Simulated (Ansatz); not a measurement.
TaRu:
```
CELL_PARAMETERS angstrom
      3.15433     0.00000     0.00000
      0.00000     3.15433     0.00000
      0.00000     0.00000     3.15433
ATOMIC_POSITIONS crystal
  Ru 0.00000 0.00000 0.00000
  Ta 0.50000 0.50000 0.50000
```

Relaxed with r²SCAN. Special points in fractions of this cell's reciprocal vectors: Γ (0.000, 0.000, 0.000); X (0.000, 0.500, 0.000); M (0.500, 0.500, 0.000); R (0.500, 0.500, 0.500).

### Question
List the band energies nearest the Fermi level at these points for the program Ansatz at the r²SCAN with spin–orbit coupling level (PAW).

### Answer
In eV from the Fermi level; about four levels below and three above (degenerate sets whole), none deeper than 8.9 eV; points with the same levels are listed once.

```
k                                below                above
-  -----------------------------------  -------------------
Γ  -2.76 -2.76 -2.76 -2.76 -2.51 -2.51  1.07 1.07 1.07 1.07
X              -1.65 -1.65 -0.25 -0.25  0.08 0.08 0.86 0.86
M              -0.39 -0.39 -0.06 -0.06  0.11 0.11 0.60 0.60
R              -0.29 -0.29 -0.29 -0.29  4.55 4.55 4.55 4.55
```

Space group Pm-3m (CsCl type). The workflow started from an entry of the Crystallography Open Database (COD), which files this formula under 2 space groups. Whether it is the stable phase at ambient conditions was not checked. The cell was relaxed with r²SCAN under the symmetry of its start; whether a distortion lowers the energy is not shown. No spin polarisation was allowed.

Potentials: the later of the program's two PAW sets.
